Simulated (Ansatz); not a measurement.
**CeO₂ (fluorite structure)**

Method: PBEsol, scalar-relativistic; no spin polarisation; PAW, 420 eV, Γ-centred 10×10×10 mesh; code Ansatz. The datasets are Ansatz's generated set soft_2.

```yaml
crystal:
  lattice:
    - [0.00000, 2.69901, 2.69901]
    - [2.69901, 0.00000, 2.69901]
    - [2.69901, 2.69901, 0.00000]
  atoms:
    - { symbol: Ce, position: [0.00000, 0.00000, 0.00000] }
    - { symbol: O, position: [0.25000, 0.25000, 0.25000] }
    - { symbol: O, position: [0.75000, 0.75000, 0.75000] }
```

The start was a prototype's sites filled with these elements; the Crystallography Open Database holds the compound in this structure.

(1) What is the high-frequency dielectric tensor ε∞ (density-functional perturbation theory, local fields included)?

(2) What is the static dielectric tensor, the lattice's part included?

(3) List the optical modes at the zone centre without the LO–TO term, with degeneracy and infrared intensity.

(4) Where do the optical modes lie for q → 0 along (0.00, 0.00, 1.00), with the long-range field?

(5) Sketch the imaginary part of the dielectric function for independent particles (no excitons, no local fields), averaged over directions.

Answers:

(1) 7.77 (isotropic)

(2) 28.60 (isotropic)

(3) 
```json
{"ω (cm⁻¹)": "277", "degeneracy": "3", "IR intensity ((D/Å)²/u)": "88.35"}
{"ω (cm⁻¹)": "434", "degeneracy": "3", "IR intensity ((D/Å)²/u)": "0.00"}
```

(4) 277 (×2), 434 (×3), 531 cm⁻¹.

(5) On a grid of 0.25 eV up to 12 eV it peaks at 2.50 eV with ε2 = 15.3; the gap on the mesh is 2.02 eV, and the smallest direct one, where absorption can begin, 2.09 eV.
ħω (eV), ε2 and a bar:
```
     0.00       0.00 
     0.50       0.00 
     1.00       0.00 
     1.50       0.00 
     2.00       0.03 
     2.50      15.33 ##############################
     3.00       7.01 ##############
     3.50       5.46 ###########
     4.00       4.50 #########
     4.50       4.23 ########
     5.00       4.37 #########
     5.50       3.23 ######
     6.00       2.71 #####
     6.50       1.18 ##
     7.00       1.81 ####
     7.50       3.29 ######
     8.00       3.05 ######
     8.50       4.33 ########
     9.00       4.38 #########
     9.50       7.18 ##############
    10.00       8.49 #################
    10.50       5.18 ##########
    11.00       3.03 ######
    11.50       3.37 #######
    12.00       5.81 ###########
```

An ε∞ of 7.77 means a refractive index of √ε∞ = 2.79 below the gap, far above the lattice modes.

With one infrared-active mode the Lyddane–Sachs–Teller relation ties the modes to the static constant, ε0 = 28.60, which is built from the same mode and Born charges: ω_LO = ω_TO √(ε0/ε∞) = 276.9 × √(28.60/7.77) = 531 cm⁻¹, and the run has a mode at 531 cm⁻¹.

The mean Born charge of Ce is 5.77 against a formal +4. It exceeds the formal charge because moving the ion changes its mixing with the anions' p states, and electrons flow along the bond.

Scalar-relativistic only: spin–orbit splittings of the heavy atoms' levels are missing.
